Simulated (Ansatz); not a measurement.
**EuS₂ in the CdI2-type structure**

Computed with Ansatz (plane waves, PAW, 420 eV cutoff): PBE, scalar-relativistic, collinear spin, Γ-centred 7×7×4 mesh, 0.05 eV Gaussian smearing; PAW files: Ansatz's generated set soft_2.

```xyz
6
Lattice="4.1452 0.0000 0.0000 -4.1452 7.1798 0.0000 0.0000 0.0000 6.2827" Properties=species:S:1:pos:R:3 pbc="T T T"
Eu    0.0000    0.0000    0.0000
S     0.0000    2.3933    1.3611
S     2.0726    1.1966    4.9217
Eu   -2.0726    3.5899    0.0000
S    -2.0726    5.9832    1.3611
S     0.0000    4.7865    4.9217
```

The start was a prototype's sites filled with these elements, not a measured cell.

Starting moments: Eu 6.8 μB on each such atom, all parallel.

The run ends ferromagnetic, with site spin moments Eu 6.20; S -0.52 μB.

The cell above (space group P-3m1 at a tolerance of 0.05 Å) comes from a relaxation within its symmetry on a finer mesh. All atoms were then moved at random (spread 0.10 Å) and the cell was relaxed without symmetry.

**Question.** Is the structure a local minimum under this test?

**Answer.** Nothing lower is found: the energy ends within 0.1 meV/atom of the undisturbed cell, though at a tolerance of 0.05 Å the end reads as C2/m, so the landscape is flat or the relaxation stopped short. The test covers only distortions that fit this cell.

Without a U the 4f levels of Eu lie too near the Fermi level, so their share of the states there, and what hangs on it, is overstated. For elements this heavy, spin–orbit coupling would shift levels and gaps; it isn't included here. Site moments are of spin, integrated over atomic spheres. The structure is built of weakly bound layers, and this functional has no dispersion term, so their spacing and all that hangs on it (volume, the soft elastic constants, low modes, dielectric constants) are poorly given. No antiparallel order was tried. The k-mesh is coarse, so small energy differences aren't converged.
